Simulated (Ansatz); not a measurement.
**Cs₂AgBiBr₆, one structure, two calculations**

Cell: a refined structure from the COD, its atoms then relaxed with PBE in this cell.

Space group Fm-3m (No. 225); a = 11.2322 Å.

```
site  Wyckoff  site symmetry       x       y       z
  Cs       8c           -43m  0.2500  0.2500  0.2500
  Ag       4b           m-3m  0.5000  0.5000  0.5000
  Bi       4a           m-3m  0.0000  0.0000  0.0000
  Br      24e           4m.m  0.5000  0.2533  0.5000
```

One atom of each set is listed; the run and its k-mesh use a cell of 10 atoms with edges of 7.94, 7.94, 7.94 Å.

First run. Method: Kohn–Sham DFT in Ansatz, PBE, plane waves and PAW, scalar-relativistic, 420 eV cutoff, Γ-centred 5×5×5 k-points, Fermi–Dirac smearing 0.02 eV.

```
site  V_zz (10²¹ V/m²)     η
  Br              29.7  0.00
```

Second run. The same atoms and settings, except that the functional is r2SCAN and the cutoff is 500 eV.

(1) What does the second run give?

Results:

(1) 

```csv
site,V_zz,η,change of V_zz
Br,27.8,0.00,-1.95
```

The largest change of V_zz is on Br, from 29.7 to 27.8. In per cent, |V_zz| changes by -7 on Br (all sites that start above 0.5). Sites without a gradient aren't listed.

Without spin–orbit coupling the gradients at and beside Bi can be off by some per cent, at some sites by more.
